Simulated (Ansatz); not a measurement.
## Fitting the PBEsol energy curve of NaTl

```xyz
4
Lattice="0.0000 3.7310 3.7310 3.7310 0.0000 3.7310 3.7310 3.7310 0.0000" Properties=species:S:1:pos:R:3 pbc="T T T"
Tl    5.5965    5.5965    5.5965
Tl    3.7310    3.7310    3.7310
Na    0.0000    0.0000    0.0000
Na    1.8655    1.8655    1.8655
```

The cell was scaled at fixed shape and fractions and run with Ansatz, all-electron LAPW, scalar-relativistic; PBEsol, k mesh 6 × 6 × 6 on the cell of 4 atoms, fermi-dirac occupations of 0.05 eV, no spin polarisation, no spin-orbit coupling. Energies are those that the program minimises, any entropy of the smearing included. For a metal such a mesh isn't converged to the digits shown.

```tsv
V (Å³/atom)	energy over the lowest row (meV/atom)
24.4103	9.687
24.9297	4.548
25.4491	1.399
25.9684	0.000
26.4878	0.149
27.0072	?
27.5265	4.363
```

Fit the third-order Birch-Murnaghan form, give V0, B0 and B′, and predict the energy left open.

With y = (V0/V)^(2/3), E = E0 + (9 V0 B0/16) [(y - 1)³ B′ + (y - 1)² (6 - 4y)]. Least squares through the rows shown give V0 = 26.1729 Å³/atom, E0 = -0.115 meV, B0 = 22.81 GPa (1 eV/Å³ = 160.218 GPa) and B′ = 5.38, with a largest miss of 0.002 meV. At V = 27.0072 the form with these constants gives 1.656 meV; the run gave 1.656 meV an atom.
